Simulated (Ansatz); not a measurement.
LiF (rock salt), relaxed and computed with several functionals in Ansatz (plane waves, PAW).

| functional | a (Å) | gap (eV) | B₀ by P(V) fit (GPa) |
|---|---|---|---|
| PBE | 4.068 | 8.83 | 67.2 |
| LDA | ___ | ___ | ___ |
| HSE06 | 4.011 | 11.52 | 73.5 |
| r²SCAN | 3.990 | 10.33 | 77.4 |

### Question
Fill in the missing entries.

### Answer

- LDA, a (Å): 3.909
- LDA, gap (eV): 9.70
- LDA, B₀ by P(V) fit (GPa): 86.8

All cells were relaxed under the symmetry of their starts (and spin orders); stability against distortions was not tested throughout.

Potentials: the later of the program's two PAW sets.

Ansatz (a first-principles code) is a plane-wave DFT program.
